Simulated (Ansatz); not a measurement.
Values for one crystal, relaxed and computed with PBEsol in the plane-wave PAW code Ansatz; other levels are named.

Volume per atom: 15.28 Å³
Electronic character: metallic (no gap)
Zone-centre stability: no imaginary mode at Γ
Debye temperature from the elastic constants: 385 K
Formation energy from the elements (no fitted shifts): -0.46 eV/atom
Highest zone-centre frequency: 20.39 THz
Pressure derivative B′: 4.8

Problem. Which compound is it?
(A) TaN, P-6m2 (Ta on 1b, N on 1e)
(B) Ta2InC, P6_3/mmc (Ta on 4f, In on 2d, C on 2a)
(C) ReB2, P6_3/mmc (Re on 2c, B on 4f)
(D) ScC, rock salt

Solution. B, Ta2InC, P6_3/mmc (Ta on 4f, In on 2d, C on 2a)

The first step of the workflow began from a Materials Project structure, measured or hypothetical; the Crystallography Open Database copy checked does not list it. Its standing as an ambient phase is unchecked. Symmetry was held in the PBEsol relaxation. The run is not spin-polarised. As this level gives no gap, shear constants depend on the k-mesh and smearing (Fermi–Dirac, 0.1 eV here). As this level gives no gap, phonon frequencies hold no LO–TO term and depend on the k-mesh and smearing (Fermi–Dirac, 0.1 eV here). The references are the lowest solids computed at this level, not always the standard phases. Spin–orbit coupling is left out wherever it is not named.

Potentials: the later of the program's two PAW sets.
